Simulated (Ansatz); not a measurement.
The numbers come from plane-wave PAW DFT (Ansatz): r2SCAN, no spin polarisation, 500 eV, 7×7×7 Γ-centred k points, fermi-dirac occupations (width 0.1 eV). Nothing was relaxed.

Computed maps in the lattice plane spanned by a (left to right, 6.03 Å, 18 points from zero) and b (bottom to top, 6.03 Å, 18 points from zero), 90° apart, at height 0.740 along c. The fields are smooth PAW ones with compensation charges, not the true ones near nuclei.

Valence density. Digits on a logarithmic scale: 0 up to 0.03 e/Å³, each further digit a factor of 1.6, 9 from 1.3 e/Å³ up:
```
864321001124579999
964210000124589999
964210000123589999
753100001123579999
542100111233456777
321111223334445554
211123444444433332
001245676654332211
002357999764321100
012469999975321000
013579999975321000
123579999975321000
123468999864321111
233456777654432222
333444555544443333
444333333444444444
544332222334456676
754321111234568998
```

ELF. Ten even steps from '0' (0.00) to '9' (0.48):
```
888631001246675103
789731000135673001
889620000136774002
888410001246777547
885211123457887788
752113556677888778
411257778888777765
112588877888654432
014888767778632110
137987202677521000
148885000576421000
147986101676531000
246888646767742111
345687777689874222
444467766899986544
654444556799997666
775433224689986777
887532112468867667
```

Problem. The cell is CdGa2Pb4. Which atoms lie within 0.2 Å of this plane, and where (fractions of a and b)?

Solution. Pb at (0.39, 0.38), Pb at (0.87, 0.88). The whole cell:
```xyz
7
Lattice="0.0000 6.0314 0.0000 6.0314 0.0000 0.0000 3.0157 3.0157 -5.6344" Properties=species:S:1:pos:R:3 pbc="T T T"
Pb    4.5236    4.5839   -4.1695
Pb    1.5682    4.5236   -1.4649
Pb    7.5393    7.4789   -4.1695
Pb    4.4632    1.5079   -1.4649
Ga    3.0157    6.0314   -2.8172
Ga    3.0157    3.0157    0.0000
Cd    0.0000    0.0000    0.0000
```

Origin: a known structure type with other elements, at an estimated volume, so it need not be a known compound. Caveats: atoms or cell far from equilibrium.
